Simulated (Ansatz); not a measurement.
Ca$_{2}$Ge:
```xyz
3
Lattice="0.0000 3.5572 3.5572 3.5572 0.0000 3.5572 3.5572 3.5572 0.0000" Properties=species:S:1:pos:R:3 pbc="T T T"
Ca     5.3357     5.3357     5.3357
Ca     1.7786     1.7786     1.7786
Ge     0.0000     0.0000     0.0000
```

DFT-PBEsol in the program Ansatz with PAW potentials gives a gap of 0.51 eV without spin–orbit coupling, maximum at X, minimum at X.

### Question
What happens when spin–orbit coupling is switched on?

### Answer
The gap drops by 0.04 eV, to 0.47 eV; maximum at X, minimum at X.

### Question
Give the electron effective mass with spin–orbit coupling.

### Answer
0.32, 0.32, 0.49 mₑ (principal values).

### Question
Give the hole effective mass with spin–orbit coupling.

### Answer
0.34, 0.34, 3.1 mₑ (principal values).

Space group Fm-3m (anti-fluorite). The workflow started from a Materials Project entry (that database holds measured and hypothetical structures alike); the Crystallography Open Database copy checked does not list it. COD files the formula under space group No. 186. Whether it is the stable phase at ambient conditions was not checked. Symmetry was held in the PBEsol relaxation; its stability against distortions is not shown here.

Potentials: the later of the program's two PAW sets.
